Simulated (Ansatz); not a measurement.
Method: DFT PBE, scalar-relativistic, plane waves, PAW (Ansatz). Settings: cutoff 420 eV, Γ-centred meshes spaced at most about 0.3 Å⁻¹, and about 0.25 Å⁻¹ or finer for metals (2π included), Gaussian smearing. No spin polarisation in the final relaxations.

All energies are static (0 K, no zero-point motion). All come from trial cells, and lower structures may exist.

Question: Order these relaxed structures of Ca₂Zr₂N by energy, lowest first, with the energy over the lowest of them.
A.

```
Ca Zr N
1.0
     5.97579    0.00000    0.00000
    -2.98789    5.17518    0.00000
     0.00000    0.00000    6.64062
Ca Zr N
2 2 1
Direct
  0.33333 0.66667 0.00000
  0.66667 0.33333 0.00000
  0.00000 0.00000 0.78588
  0.00000 0.00000 0.21412
  0.00000 0.00000 0.50000
```

B.

```
Ca Zr N
1.0
     4.41028    0.00000    0.00000
    -2.20514    3.81942    0.00000
     0.00000    0.00000    8.95168
Ca Zr N
2 2 1
Direct
  0.00000 0.00000 0.76513
  0.00000 0.00000 0.23487
  0.33333 0.66667 0.50000
  0.66667 0.33333 0.50000
  0.00000 0.00000 0.50000
```

C.

```
Ca Zr N
1.0
     3.43812    0.00000    0.00000
    -1.71906    2.97750    0.00000
     0.00000    0.00000   11.65654
Ca Zr N
2 2 1
Cartesian
  0.0000 1.9850 7.4962
  1.7191 0.9925 4.1603
  0.0000 1.9850 1.1585
  1.7191 0.9925 10.4980
  0.0000 0.0000 0.0000
```

Answer: C (0 meV/atom), B (868 meV/atom), A (986 meV/atom). Forms: C P-3m1; B P6/mmm; A P6/mmm. Counting Ca or Zr atoms around N (for each partner element, those within 1.25 times its shortest distance or 1.15 times the sum of covalent radii, where it is the nearest in units of that sum or under 1.3): C has N 6; B has N 8; A has N 2.

Cells relaxed within their symmetry can be saddle points. Some types were kept out of the candidates beforehand, so the set may lack a known form.
